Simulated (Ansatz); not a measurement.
Al2O3:
```
CELL_PARAMETERS angstrom
     -4.44285     4.44285     4.44285
      4.44285    -4.44285     4.44285
      4.44285     4.44285    -4.44285
ATOMIC_POSITIONS crystal
  Al 0.50000 0.50000 0.50000
  Al 0.50000 0.00000 0.00000
  Al 0.00000 0.00000 0.50000
  Al 0.00000 0.50000 0.00000
  Al 0.25000 0.71225 0.46225
  Al 0.75000 0.78775 0.03775
  Al 0.46225 0.25000 0.71225
  Al 0.03775 0.75000 0.78775
  Al 0.71225 0.46225 0.25000
  Al 0.78775 0.03775 0.75000
  Al 0.75000 0.28775 0.53775
  Al 0.25000 0.21225 0.96225
  Al 0.53775 0.75000 0.28775
  Al 0.96225 0.25000 0.21225
  Al 0.28775 0.53775 0.75000
  Al 0.21225 0.96225 0.25000
  O  0.54583 0.77525 0.54883
  O  0.72642 0.99700 0.95117
  O  0.77358 0.72475 0.27057
  O  0.95417 0.50300 0.22943
  O  0.54883 0.54583 0.77525
  O  0.95117 0.72642 0.99700
  O  0.27057 0.77358 0.72475
  O  0.22943 0.95417 0.50300
  O  0.77525 0.54883 0.54583
  O  0.99700 0.95117 0.72642
  O  0.72475 0.27057 0.77358
  O  0.50300 0.22943 0.95417
  O  0.45417 0.22475 0.45117
  O  0.27358 0.00300 0.04883
  O  0.22642 0.27525 0.72943
  O  0.04583 0.49700 0.77057
  O  0.45117 0.45417 0.22475
  O  0.04883 0.27358 0.00300
  O  0.72943 0.22642 0.27525
  O  0.77057 0.04583 0.49700
  O  0.22475 0.45117 0.45417
  O  0.00300 0.04883 0.27358
  O  0.27525 0.72943 0.22642
  O  0.49700 0.77057 0.04583
```

Relaxed with r²SCAN. Special points in fractions of this cell's reciprocal vectors: Γ (0.000, 0.000, 0.000); H (0.500, -0.500, 0.500); N (0.000, 0.000, 0.500); P (0.250, 0.250, 0.250).

Q: List the band energies nearest the valence-band maximum at these points for plane-wave PAW r²SCAN (Ansatz code).

A: In eV from the valence-band maximum; about four levels below and three above (degenerate sets whole), none deeper than 8.9 eV; points with the same levels are listed once.

```json
[
 {"k": "Γ", "below": "-0.41 -0.41 -0.41 -0.03 -0.03 -0.03", "above": "6.31 9.58 9.58 9.58"},
 {"k": "H", "below": "-0.13 -0.13 -0.13 -0.13", "above": "8.48 8.48 8.48"},
 {"k": "N", "below": "-0.13 -0.13 -0.01 -0.01", "above": "8.02 8.02 9.20 9.20"},
 {"k": "P", "below": "-0.12 -0.12 -0.12 -0.12", "above": "8.59 8.59 8.59 8.59"}
]
```

Space group Ia-3 (bixbyite). A made-up cell: these elements were put on the sites of a structure type; the Crystallography Open Database copy checked does not list it. It is not the phase usual at ambient conditions (space group No. 167). The r²SCAN relaxation kept the symmetry of its start; of distortions, only those at the zone centre were tested.

Potentials: the later of the program's two PAW sets.
